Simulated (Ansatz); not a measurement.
# FeGe: a fit and a missing row

FeGe, P2_13, a = 4.596 Å. The structure is a COD entry; whether it is the stable form wasn't checked. Ansatz: PBEsol, PAW, 420 eV, Γ-centred 8×8×8 mesh on 8 atoms, Gaussian smearing 0.10 eV; collinear spin, largest moment 1.1 μB. Shape and atoms are relaxed at each volume; pressure is positive in compression.

```
V (Å³/atom) P (GPa)
     11.411    13.34
     11.775     6.11
     12.139    -0.02
     12.503    -5.08
     12.867        ?
```

Problem. Take V0 = 12.139 Å³/atom, count pressures from its P0 = -0.02 GPa, fit the third-order Birch–Murnaghan form to the other rows, and predict the missing pressure.

Solution. With the Eulerian strain f = ½[(V0/V)^(2/3) − 1] and y = (P − P0)/[3f(1 + 2f)^(5/2)], the form is the line y = B0 + 1.5 B0 (B0′ − 4) f. Rows (f, y): 0.02105, 190.8; 0.01025, 189.5; -0.00975, 181.7. Means f = 0.007183, y = 187.33; Σ(Δf)² = 0.0004884, ΣΔfΔy = 0.1501; the slope is their ratio. y = 185.1 + 307.3 f GPa, so B0 = 185.1 GPa and B0′ = 4 + 2 × (307.3)/(3 × 185.1) = 5.11. At V = 12.867, f = -0.01904, y = 179.25 and P = -9.31 GPa. The run gave -9.25 GPa, so the fit is 0.06 GPa too low, within twice the rms miss on the fitted rows (0.04 GPa). The form still works here, 33 % of the fitted range beyond its end.

Only parallel moments were tried here.